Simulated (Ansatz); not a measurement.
Polymorphs of BAs, each relaxed with PBE (plane waves, PAW; program Ansatz):

A: P6_422
a = b = 3.4588 Å, c = 7.4815 Å, α = β = 90.00°, γ = 120.00°

```json
[
 {"atom": "B", "site": "3c", "symmetry": "222", "x": "0.5000", "y": "0.0000", "z": "0.0000"},
 {"atom": "As", "site": "3d", "symmetry": "222", "x": "0.5000", "y": "0.0000", "z": "0.5000"}
]
```

B: CsCl type (Pm-3m)
a = b = c = 2.940 Å, α = β = γ = 90.00°

```
atom  site  symmetry       x       y       z
----  ----  --------  ------  ------  ------
B       1a      m-3m  0.0000  0.0000  0.0000
As      1b      m-3m  0.5000  0.5000  0.5000
```

C: rock salt (Fm-3m)
a = b = c = 4.6163 Å, α = β = γ = 90.00°

| atom | site | symmetry | x | y | z |
|---|---|---|---|---|---|
| B | 4a | m-3m | 0.0000 | 0.0000 | 0.0000 |
| As | 4b | m-3m | 0.5000 | 0.5000 | 0.5000 |

Rank these by energy per atom at 0 K (lowest first), as PBE gives it.

A (+0 meV/atom), C (+450 meV/atom), B (+1096 meV/atom)

Give each one's gap.

A 0.48 eV; B no gap; C no gap.

Typed or built starts, not in the databases checked: A; B; C. Not the usual ambient phase: A; B; C. All cells were relaxed under the symmetry of their starts (and spin orders); stability against distortions was not tested throughout. Spin–orbit coupling is left out wherever it is not named.

Energies hold the estimated change up to a 700 eV cutoff; steps of a few meV lie near the error of the meshes.

Potentials: the earlier of the program's two PAW sets.
